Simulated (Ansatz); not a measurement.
Polymorphs of P$_{2}$W, each relaxed with r²SCAN in the plane-wave PAW code Ansatz:

A: C2/m
a = 8.485 Å, b = 3.191 Å, c = 7.473 Å, α = 90.00°, β = 119.27°, γ = 90.00°

```csv
atom,site,symmetry,x,y,z
P,4i,m,0.1385,0.0000,0.0252
P,4i,m,0.4000,0.0000,0.5991
W,4i,m,0.1580,0.0000,0.7066
```

B: Cmc2_1
a = 3.182 Å, b = 11.174 Å, c = 4.991 Å, α = 90.00°, β = 90.00°, γ = 90.00°

```csv
atom,site,symmetry,x,y,z
P,4a,m..,0.0000,0.0692,0.8826
P,4a,m..,0.0000,0.2006,0.1995
W,4a,m..,0.0000,0.4066,0.0009
```

Problem. Order them by energy per atom at 0 K (lowest first) at the level r²SCAN.

Solution. B (+0 meV/atom), A (+21 meV/atom)

Standing as an ambient phase not checked: A; B. All cells were relaxed under the symmetry of their starts (and spin orders); stability against distortions was not tested throughout. Rows with no word on spin ran without spin polarisation. Scalar-relativistic: spin–orbit coupling is off unless named, which matters more the heavier the elements.

Energies hold the estimated change up to a 700 eV cutoff; steps of a few meV lie near the error of the meshes.

Potentials: the earlier of the program's two PAW sets.
